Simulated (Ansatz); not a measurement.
SiS₂:
```cif
data_S4Si2
_chemical_formula_sum 'S4 Si2'
_space_group_name_H-M_alt 'P 1'
_space_group_IT_number 1
_cell_length_a 6.14550
_cell_length_b 6.14550
_cell_length_c 6.14550
_cell_angle_alpha 127.736
_cell_angle_beta 78.017
_cell_angle_gamma 126.556
loop_
_space_group_symop_operation_xyz
  'x, y, z'
loop_
_atom_site_label
_atom_site_type_symbol
_atom_site_fract_x
_atom_site_fract_y
_atom_site_fract_z
_atom_site_occupancy
S1 S 0.11940 0.21679 0.33620 1
S2 S 0.88060 0.78321 0.66380 1
S3 S 0.61940 0.28321 0.90261 1
S4 S 0.38060 0.71679 0.09739 1
Si1 Si 0.75000 0.75000 0.00000 1
Si2 Si 0.25000 0.25000 0.00000 1
```

Relaxed with PBE+D3(BJ). The program Ansatz at the PBE+D3(BJ) level (PAW) gives a gap of 2.61 eV.

**Question.** What gap does HSE06 give on the same cell (Ansatz, PAW)?

**Answer.** 3.71 eV, 1.10 eV more. The hybrid was solved on a coarser mesh and at special points; its gap is the smallest among all of these.

| k | v1 PBE+D3(BJ) | c1 PBE+D3(BJ) | v1 HSE06 | c1 HSE06 |
|---|---|---|---|---|
| Γ | -0.67 | 3.34 | -0.69 | 4.34 |
| X | -0.36 | 2.62 | (withheld) | (withheld) |
| S | -0.75 | 3.37 | (withheld) | (withheld) |
| R | -0.57 | 3.22 | (withheld) | (withheld) |
| T | -0.06 | 3.91 | (withheld) | (withheld) |
| W | -0.77 | 3.34 | -0.83 | 4.51 |
| Σ0 | -0.06 | 3.34 | -0.06 | 4.51 |
| Λ0 | -0.92 | 2.81 | -1.00 | 3.91 |

**Question.** Top valence (v1) and lowest conduction level (c1) in eV from each method's valence maximum (which need not be a listed point): supply the withheld HSE06 values.

**Answer.** 
- X, v1 HSE06: -0.39
- X, c1 HSE06: 3.74
- S, v1 HSE06: -0.77
- S, c1 HSE06: 4.53
- R, v1 HSE06: -0.62
- R, c1 HSE06: 4.36
- T, v1 HSE06: -0.07
- T, c1 HSE06: 5.15

Cost on shared cores: the PBE+D3(BJ) run (SCF on a 7×7×7 mesh, then bands and DOS) about 100 core-seconds (a rough figure), the HSE06 run (SCF on 4×4×4, then a few points) roughly 6 core-minutes; the tasks are unlike.

Space group Ibam. The cell was relaxed with PBE+D3(BJ) under the symmetry of its start.

Potentials: the later of the program's two PAW sets.
